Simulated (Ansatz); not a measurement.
C (graphite)

Level of theory: DFT, r²SCAN, scalar-relativistic, no spin polarisation; plane waves to 500 eV with PAW datasets (Ansatz 0.2.0), 10×10×4 k-mesh, Gaussian smearing of 0.05 eV; PAW files: Ansatz's generated set soft_2.

```xyz
4
Lattice="2.4557 0.0000 0.0000 -1.2279 2.1267 0.0000 0.0000 0.0000 7.0895" Properties=species:S:1:pos:R:3 pbc="T T T"
C     0.0000    0.0000    1.7724
C     0.0000    0.0000    5.3171
C     0.0000    1.4178    1.7724
C     1.2279    0.7089    5.3171
```

Path: Γ–M–K–Γ–A–L–H–A | L–M | H–K, with Γ = (0.000, 0.000, 0.000), M = (0.500, 0.000, 0.000), K = (0.333, 0.333, 0.000), A = (0.000, 0.000, 0.500), L = (0.500, 0.000, 0.500), H = (0.333, 0.333, 0.500) in reciprocal vectors of the calculation's cell.

Problem. Is it a metal or an insulator, and if it has a gap, where are the band edges on this path?

Solution. A semimetal or zero-gap crystal: the filled and empty bands only touch or barely overlap.

Levels between -5 and 3 eV from the Fermi level at the path's named points:
| point | below E_F (eV) | above E_F (eV) |
| --- | --- | --- |
| Γ | -3.32 -3.32 -3.31 -3.31 |  |
| M | -2.91 -2.38 | 1.52 2.12 |
| K | -0.56 -0.09 -0.09 | 0.46 |
| A | -3.31 -3.31 -3.31 -3.31 |  |
| L | -2.61 -2.61 | 1.69 1.69 |
| H | -0.08 -0.08 -0.07 -0.07 |  |

The structure is built of weakly bound layers, and this functional has no dispersion term, so their spacing and all that hangs on it (volume, the soft elastic constants, low modes, dielectric constants) are poorly given.
